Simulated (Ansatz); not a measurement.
Consider the following.

Ga:
```yaml
crystal:
  lattice:
    - [3.81048, -2.30747, 0.00000]
    - [3.81048, 2.30747, 0.00000]
    - [0.00000, 0.00000, 4.55473]
  atoms:
    - { symbol: Ga, position: [0.99484, 0.33099, 0.25000] }
    - { symbol: Ga, position: [0.00516, 0.66901, 0.75000] }
    - { symbol: Ga, position: [0.33099, 0.99484, 0.75000] }
    - { symbol: Ga, position: [0.66901, 0.00516, 0.25000] }
```

This is the r²SCAN-relaxed structure.

Problem. All from r²SCAN in the plane-wave PAW code Ansatz, unless another level is named. Predict the density of states at the Fermi level.

Solution. 0.13 states/eV per atom (mean over ±0.08 eV).

Problem. Next, the gap with spin–orbit coupling?

Solution. none (metallic).

Space group Cmcm. The workflow started from a Materials Project entry (that database holds measured and hypothetical structures alike); the Crystallography Open Database files this formula in space group No. 63, but the cells were not matched. It is not the phase usual at ambient conditions (space group No. 64). The r²SCAN relaxation kept the symmetry of its start; of distortions, only those at the zone centre were tested. Spin–orbit coupling is left out wherever it is not named.

Potentials: the later of the program's two PAW sets.
